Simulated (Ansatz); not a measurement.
CaCdF4 on the sites of the fluorite structure (relaxed group R-3m), relaxed with r2SCAN. It is trigonal, R-3m (No. 166); conventional cell a = 3.824 Å, c = 18.799 Å, 13.23 Å³ an atom. Ca has 8 F at 2.35–2.36 Å; F has 3 Cd at 2.34 Å and 1 Ca at 2.36 Å; F has 1 Cd at 2.34 Å and 3 Ca at 2.35 Å; Cd has 8 F at 2.34 Å.

```cif
data_structure
_symmetry_space_group_name_H-M 'R-3m:H'
_symmetry_Int_Tables_number 166
_cell_length_a 3.8240
_cell_length_b 3.8240
_cell_length_c 18.7993
_cell_angle_alpha 90.000
_cell_angle_beta 90.000
_cell_angle_gamma 120.000
_cell_volume 238.07
loop_
_atom_site_label
_atom_site_type_symbol
_atom_site_symmetry_multiplicity
_atom_site_Wyckoff_symbol
_atom_site_fract_x
_atom_site_fract_y
_atom_site_fract_z
_atom_site_occupancy
Ca1 Ca 3 a 0.00000 0.00000 0.00000 1
F1 F 6 c 0.33333 0.66667 0.79203 1
F2 F 6 c 0.66667 0.33333 0.70886 1
Cd1 Cd 3 b 0.66667 0.33333 0.83333 1
```

The questions ask for values computed with Ansatz on this geometry. (Calculated; non-magnetic; the phase may be known or hypothetical.)

Task: What gap does PBE give, and where are the band edges?

Result: PBE gives an indirect gap of 4.49 eV, from F to Γ; the least direct gap is 4.80 eV at Γ.

Task: Estimate the gap with PBE+SOC on 8×8×8.

Result: With PBE+SOC the valence top lies at F and the conduction bottom at Γ, 4.48 eV higher; the smallest vertical gap, at Γ, is 4.74 eV. The gap differs by -0.01 eV from PBE's.

Task: What does r2SCAN give for the gap (8×8×8 mesh)?

Result: With r2SCAN the valence top lies at F and the conduction bottom at Γ, 5.17 eV higher; the smallest vertical gap, at Γ, is 5.49 eV. The gap differs by +0.68 eV from PBE's.

Task: What does HSE06 give for the gap (4×4×4 mesh)?

Result: HSE06 gives an indirect gap of 6.59 eV, from F to Γ; the least direct gap is 6.95 eV at Γ. The gap differs by +2.10 eV from PBE's.

Task: Roughly how does the cost of the HSE06 run (4×4×4) compare with r2SCAN's (8×8×8)?

Result: About 6 times as much (2.6 core-minutes against 25 core-seconds, on 4 threads of Arm Neoverse V2 (shared host)).

Task: How do the levels compare, in gap and in cost?

Result: r2SCAN covers 33 % of the step from PBE to HSE06, while HSE06 needs about 6 times r2SCAN's cost (on a coarser mesh). For gaps to 0.1 eV, spin-orbit coupling (up to 0.06 eV here) is at the margin. Among these functionals the gap stays indirect.

Only the levels marked +SOC include spin-orbit coupling.

The meshes of the hybrids are coarse, so their gaps aren't converged to the digits shown.
